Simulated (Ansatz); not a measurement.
**CaZnBr4: stable or not**

The cell was found from a structure generator's guess, not taken from experiment.

Level of theory: DFT PBE, scalar-relativistic, plane waves, PAW in Ansatz 0.2.0. The final run on the 6-atom cell used 420 eV, a Γ-centred 4×4×8 mesh, 0.02 eV smearing and no spin polarisation.

```cif
data_structure
_symmetry_space_group_name_H-M 'Cmmm'
_symmetry_Int_Tables_number 65
_cell_length_a 9.4296
_cell_length_b 9.4502
_cell_length_c 4.0554
_cell_angle_alpha 90.000
_cell_angle_beta 90.000
_cell_angle_gamma 90.000
_cell_volume 361.39
loop_
_atom_site_label
_atom_site_type_symbol
_atom_site_symmetry_multiplicity
_atom_site_Wyckoff_symbol
_atom_site_fract_x
_atom_site_fract_y
_atom_site_fract_z
_atom_site_occupancy
Ca1 Ca 2 c 0.50000 0.00000 0.50000 1
Zn1 Zn 2 a 0.00000 0.00000 0.00000 1
Br1 Br 4 h 0.81733 0.00000 0.50000 1
Br2 Br 4 i 0.50000 0.78828 0.00000 1
```

The zero of energy is the elements' standard structures at the same level; no fitted shifts are applied. The references include crystalline Br.

Task: These tests were run: energy against the elements; phonons on a 1×1×2 q mesh. What do they show?

Result:

| test | result |
| --- | --- |
| energy against the elements | −1.364 eV/atom |
| phonons on a 1×1×2 q mesh | imaginary modes down to 10i cm⁻¹ |

It fails one test: phonons on a 1×1×2 q mesh. So it isn't even a local minimum.

The reference form of Br is held partly by dispersion forces, which this level lacks. The run for the phonons used a 4×4×8 k mesh.
